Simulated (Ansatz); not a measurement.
Kick test of a cell of Mg3TeSe2

It was reached by relaxing an invented guess, and it needn't be the stable form of this composition.

Computed with Ansatz, DFT PBE, scalar-relativistic, plane waves, PAW. Plane waves to 420 eV, a k mesh through Γ of 12×12×4 on the computed 6-atom cell and Gaussian smearing (0.02 eV); no spin polarisation.

The cell below (6 atoms, space group P-3m1 (No. 164)) is relaxed within its symmetry.

```
CELL_PARAMETERS angstrom
4.00773 0.00000 0.00000
-2.00386 3.47079 0.00000
0.00000 0.00000 9.82297
ATOMIC_POSITIONS crystal
Mg 0.33333 0.66667 0.18174
Mg 0.66667 0.33333 0.81826
Mg 0.00000 0.00000 0.50000
Te 0.00000 0.00000 0.00000
Se 0.33333 0.66667 0.65934
Se 0.66667 0.33333 0.34065
```

For the test a repeat of it with 12 atoms (edges 4.01, 4.01, 19.65 Å) was strained at random (σ = 1.5 % a component), the atoms were moved at random (σ = 0.05 Å), and all was relaxed again on a coarse 6×6×1 mesh (in the run’s order of axes) with 0.10 eV smearing, with no symmetry imposed.

These runs have no spin–orbit coupling, which can matter for Te.

Problem. Does it come back?

Solution. It returns, within 1 meV/atom of the unmoved cell on that mesh and with the same symmetry when read at 0.1 Å. No instability shows in this cell; modes of other wave vectors, which need another repeat, aren't tested.
